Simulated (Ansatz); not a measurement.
The elements of this relaxed trial crystal are hidden behind letters.

```
lattice vectors (Å)
   8.2559    0.0000    0.0000
   0.0000    2.1771    2.2410
   0.0000   -2.1771    2.2410
fractional positions
X 0.0000 0.7540 0.7540
Z 0.3136 0.1249 0.1249
Z 0.6864 0.1249 0.1249
```

Theory: DFT PBE, scalar-relativistic, plane waves, PAW (Ansatz). Settings of the last relaxation (3-atom cell): 420 eV, 6×16×16 k points, Gaussian smearing of 0.10 eV, no spin polarisation.

- Space group: Amm2 (No. 38)
- Conventional cell: a = 8.256 Å, b = 4.354 Å, c = 4.482 Å
- Volume per atom: 26.85 Å³
- Density: 6.46 g/cm³
- Energy over the elements: +0.11 eV/atom
- Gap on the 6×16×16 mesh of the 3-atom cell: 0 eV (a metal)

Energies are uncorrected and count from the elements' standard states at the same level.

Question: X is a p-block element of period 4 and Z is a p-block element of period 5. Which elements are they?

Answer: X = Ga, Z = Sb, so the formula is GaSb2. Density times volume gives a mean mass of 6.46 × 26.85/1.6605 = 104.5 u per atom, and this set has 104.4 u. Ga has 2 Sb at 3.08 Å, 4 Ga at 3.12 Å, 4 Sb at 3.43 Å and 2 Sb at 3.83 Å; around Sb lie 1 Ga at 3.08 Å, 5 Sb at 3.08–3.12 Å, 2 Ga at 3.43 Å and 1 Ga at 3.83 Å. Other sets within the hints have nearly the same mass, so mass alone doesn't settle it; this one was computed.

These runs have no spin–orbit coupling, which can matter for Sb. This cell was reached by moving the atoms of another relaxed cell at random and relaxing again, last within the group found; it had no such test of its own. Another cell of GaSb2 relaxed alike, in P-3m1, lies 62 meV/atom lower, so this cell isn't the stable form at this level.
